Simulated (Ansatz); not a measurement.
Problem. Name crystals whose computed values (plane-wave PAW LDA (Ansatz code)) fall in these windows: Θ_D (K) 360 to 440; G_Hill (GPa) 4.8 to 6.8.

Solution. 

| crystal | Θ_D (K) | G_Hill (GPa) |
|---|---|---|
| Li, 9R (Sm type) | 387 | 5.8 |
| Li, hcp (Mg type) | 388 | 5.8 |
| H4NF, P6_3mc (H on 6c, H on 2b, N on 2b, F on 2b) | 378 | 6.0 |
| Li, fcc (Cu type) | 383 | 5.7 |
Others may fit too.

Not the usual ambient phase: Li, 9R (Sm type); Li, hcp (Mg type); Li, fcc (Cu type). Standing as an ambient phase not checked: H4NF, P6_3mc (H on 6c, H on 2b, N on 2b, F on 2b). Weakly bound layers, chains or molecules computed without a dispersion correction, so cells and soft constants are ill determined: H4NF, P6_3mc (H on 6c, H on 2b, N on 2b, F on 2b). All cells were relaxed under the symmetry of their starts (and spin orders); stability against distortions was not tested throughout.

Potentials: the later of the program's two PAW sets.
